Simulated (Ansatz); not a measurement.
The relaxed structure here is a generated cell of CsSnI3: the first start was made by a random draw of sites in a space group, and the end was not matched to a known phase here, so it may be hypothetical. Known forms of CsSnI3 include space group No. 62, 221.

One stationary structure of CsSnI3. Space group Cc (No. 9). All values below come from PBE (plane waves to 420 eV, PAW, scalar-relativistic; Ansatz, a program for electronic structure).

Space group Cc (No. 9); a = 11.270 Å, b = 16.391 Å, c = 8.673 Å, α = 90.00°, β = 127.25°, γ = 90.00°

```json
[
 {"atom": "Cs", "site": "4a", "symmetry": "1", "x": "0.2791", "y": "0.6552", "z": "0.3326"},
 {"atom": "I", "site": "4a", "symmetry": "1", "x": "0.0634", "y": "0.5289", "z": "0.4680"},
 {"atom": "I", "site": "4a", "symmetry": "1", "x": "0.0507", "y": "0.2780", "z": "0.2937"},
 {"atom": "I", "site": "4a", "symmetry": "1", "x": "0.1888", "y": "0.1105", "z": "0.8034"},
 {"atom": "Sn", "site": "4a", "symmetry": "1", "x": "0.3542", "y": "0.0777", "z": "0.6324"}
]
```
(The calculation used a cell of 10 atoms; values per cell refer to that cell.)

What band gap does PBE give?

2.74 eV, direct within 0.03 eV (at Y) (no spin-orbit coupling).

Give the smallest direct gap at the level PBE.

2.74 eV at Y.

No spin polarisation in the result. Without spin-orbit coupling the bands of the heavy element are not split, so the gap can be far off.

The run could not lose the symmetry of its start: the end is stationary, and may be a saddle point rather than a minimum.
